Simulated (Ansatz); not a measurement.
**Response of FeO**

Input of a DFT run with Ansatz (development build), a test cell that isn't relaxed; energies in eV and lengths in Å:

```yaml
crystal:
  lattice:
    - [3.061772362538, 0.0, 0.0]
    - [0.0, 3.123007809789, 0.0]
    - [0.0, 0.0, 4.33]
  atoms:
    - { symbol: Fe, position: [0.0, 0.0, 0.0], spin: 4 }
    - { symbol: Fe, position: [0.5, 0.5, 0.5], spin: -4 }
    - { symbol: O, position: [0.5, 0.5, 0.0] }
    - { symbol: O, position: [0.0, 0.0, 0.5] }
kpoints:
  mp_grid: { grid: [5, 5, 3] }
hamiltonian:
  xc: pbe
  pseudopotentials: { kind: paw, source: ansatz }
  hubbard: [{ species: Fe, l: d, u_eff: 4 }]
magnetization:
  spin_polarized: true
scf:
  occupations: { method: fermi_dirac, width: "0.1 eV" }
phonons:
  supercell: [1, 1, 1]
  dielectric: false
```

Command: `ansatz run input.yaml --backend cpu`

It ran on Ansatz hand-made PAW at the default cutoff.

Caveats: a lower electronic state may exist; coarse k mesh; moments end on one start, may not be the lowest state.

Problem. Give the harmonic phonon frequencies (cm⁻¹, i for unstable; at q = 0 without the three modes nearest zero and without LO–TO term) at (0.000, 0.000, 0.000).

Solution. 
(0.000, 0.000, 0.000): 138, 157, 193, 243, 291, 298, 361, 373, 408
